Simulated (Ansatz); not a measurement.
Problem. Each is relaxed and computed with plane-wave PAW r²SCAN (Ansatz code). Which is the only one with a gap?
A. In2Si2O7, C2/m (Pearson symbol mS22)
B. LaSiNi, I4_1md (La on 4a, Si on 4a, Ni on 4a)
C. LaSi2Au2, I4/mmm (La on 2a, Si on 4e, Au on 4d)
D. Y2Al3Si2, C2/m (Y on 4i, Al on 4i, Al on 2a, Si on 4i)

Solution. A, In2Si2O7, C2/m (Pearson symbol mS22). In2Si2O7: gap 3.63 eV (direct); Y2Al3Si2: metal; LaSi2Au2: metal; LaSiNi: metal. Standing as an ambient phase not checked: In2Si2O7, C2/m (Pearson symbol mS22); Y2Al3Si2, C2/m (Y on 4i, Al on 4i, Al on 2a, Si on 4i); LaSi2Au2, I4/mmm (La on 2a, Si on 4e, Au on 4d); LaSiNi, I4_1md (La on 4a, Si on 4a, Ni on 4a). Perhaps ordered models of mixed-site phases: LaSiNi, I4_1md (La on 4a, Si on 4a, Ni on 4a). All cells were relaxed under the symmetry of their starts (and spin orders); stability against distortions was not tested throughout. Rows with no word on spin ran without spin polarisation. Spin–orbit coupling is left out wherever it is not named.

Potentials: the later of the program's two PAW sets.
